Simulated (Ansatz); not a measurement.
Sr, DFT, PBE, all-electron LAPW, scalar-relativistic (Ansatz 0.2.0), on 1 thread of Arm Neoverse V2 (shared host).

Command: `ansatz run input.yaml --threads 1 --pin off --max-ram 3072MiB --backend cpu --events-out ev --progress --plain --runs-dir out`

```yaml
crystal:
  lattice:
    - [0.0, 3.0147270661, 3.0147270661]
    - [3.0147270661, 0.0, 3.0147270661]
    - [3.0147270661, 3.0147270661, 0.0]
  atoms:
    - { symbol: Sr, position: [0.0, 0.0, 0.0] }
kpoints:
  mp_grid: { grid: [14, 14, 14] }
scf:
  occupations: { method: fermi_dirac, width: 0.05 }
hamiltonian:
  xc: pbe
  pseudopotentials: { kind: all_electron, lapw: { basis_error: 0.0005 } }
output:
  forces: true
  stress: true
  eigenvalues: true
```

Task: How large is the problem that the program sets up?

Result: 104 irreducible k-points, 65 plane waves at Γ, 14 bands.

Task: About how long does it take?

Result: 5.4 s of wall time for 8 SCF iterations. Times on shared machines scatter by tens of per cent.
